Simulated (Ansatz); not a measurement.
Zn5InGaO8:
```xyz
15
Lattice="1.6366 0.9449 19.0296 -1.6366 0.9449 19.0296 0.0000 -1.8898 19.0296" Properties=species:S:1:pos:R:3 pbc="T T T"
In     0.0000     0.0000     0.0369
O      0.0000     0.0000    39.1900
Zn     0.0000     0.0000    41.1447
O      0.0000     0.0000     3.7080
Zn     0.0000     0.0000     5.6714
O      0.0000     0.0000    44.3534
Ga     0.0000     0.0000    46.3224
O      0.0000     0.0000     8.2685
O      0.0000     0.0000    48.2971
Zn     0.0000     0.0000    10.8511
O      0.0000     0.0000    12.8208
Zn     0.0000     0.0000    51.4959
O      0.0000     0.0000    53.4646
Zn     0.0000     0.0000    16.0179
O      0.0000     0.0000    17.9783
```

Relaxed with r²SCAN. Special points in fractions of this cell's reciprocal vectors: Γ (0.000, 0.000, 0.000); T (0.500, 0.500, 0.500); H2 (0.832, 0.168, 0.500); H0 (0.500, -0.168, 0.168); L (0.500, 0.000, 0.000); S0 (0.334, -0.334, 0.000); S2 (0.666, 0.000, 0.334); F (0.500, 0.000, 0.500).

Task: List the band energies nearest the valence-band maximum at these points for plane-wave PAW r²SCAN (Ansatz code).

Result: In eV from the valence-band maximum; about four levels below and three above (degenerate sets whole), none deeper than 8.9 eV; points with the same levels are listed once.

```csv
k,below,above
Γ,-0.13 -0.13 0.00 0.00,1.42 2.65 2.71
T,-0.13 -0.13 0.00 0.00,1.82 1.86 3.53
H2,-1.25 -1.07 -1.04 -0.83,7.29 8.04 8.31
L,-0.96 -0.95 -0.84 -0.56,5.84 6.05 6.36
F,-1.09 -0.97 -0.77 -0.56,5.82 6.05 6.40
```

Space group R3m. The start of the workflow was typed in or built on a structure type; neither database checked (COD, Materials Project) lists it. Its standing as an ambient phase is unchecked. The r²SCAN relaxation kept the symmetry of its start; its stability against distortions is not shown here. Scalar-relativistic: spin–orbit coupling is off unless named, which matters more the heavier the elements.

Potentials: the earlier of the program's two PAW sets.
